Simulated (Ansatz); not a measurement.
**Kick test of a cell of Sn4Se3S**

It was reached by relaxing an invented guess, and it needn't be the stable form of this composition.

Computed with Ansatz, DFT PBE, scalar-relativistic, plane waves, PAW. Cutoff 420 eV; k points 6×6×6 on the computed 8-atom cell (Γ-centred); Gaussian smearing, width 0.02 eV; no spin polarisation.

The cell below (8 atoms, space group Pm-3m (No. 221)) is relaxed within its symmetry.

```
CELL_PARAMETERS angstrom
6.01271 0.00000 0.00000
0.00000 6.01271 0.00000
0.00000 0.00000 6.01271
ATOMIC_POSITIONS crystal
Sn 0.50000 0.50000 0.50000
Sn 0.00000 0.50000 0.00000
Sn 0.50000 0.00000 0.00000
Sn 0.00000 0.00000 0.50000
Se 0.50000 0.00000 0.50000
Se 0.00000 0.50000 0.50000
Se 0.50000 0.50000 0.00000
S 0.00000 0.00000 0.00000
```

For the test it was strained at random (σ = 1.5 % a component), the atoms were moved at random (σ = 0.10 Å), and all was relaxed again on a coarse 4×4×4 mesh (in the run’s order of axes) with 0.20 eV smearing, with no symmetry imposed.

**Question.** Is the structure stable against such a distortion?

**Answer.** It doesn't return. The energy falls by 10 meV/atom on that mesh, the volume changes by 6.0 %, and the end has space group Cm (No. 8) at a loose tolerance. Relaxed again on a 6×6×6 mesh with 0.02 eV smearing, the new structure lies 8 meV/atom below the first (mesh in the axes of the run's cell; the cell below is made exact in the group named). Space group Cm (No. 8), monoclinic, a = 8.646 Å, b = 8.496 Å, c = 6.088 Å, β = 90.9°. Sn on a site of symmetry m is surrounded by 3 Se at 2.92–2.94 Å and 3 Se at 3.12–3.17 Å; around Sn on a site of symmetry 1 lie 1 S at 2.73 Å, 4 Se at 2.91–3.19 Å and 1 S at 3.34 Å; around Se on a site of symmetry 1 lie 3 Sn at 2.91–2.94 Å and 3 Sn at 3.12–3.19 Å; around S lie 3 Sn at 2.71–2.73 Å and 3 Sn at 3.34–3.40 Å; 2 more sites not described.

```
Sn Se S
1.0
     4.32312   -4.24814    0.00000
     4.32312    4.24814    0.00000
    -0.09837    0.00000    6.08677
Sn Se S
4 3 1
Direct
  0.50794 0.50794 0.48811
  0.00281 0.52640 0.01134
  0.00685 0.00685 0.47499
  0.52640 0.00281 0.01134
  0.49212 0.99344 0.48760
  0.49502 0.49502 0.00831
  0.99344 0.49212 0.48760
  0.97700 0.97700 0.03134
```
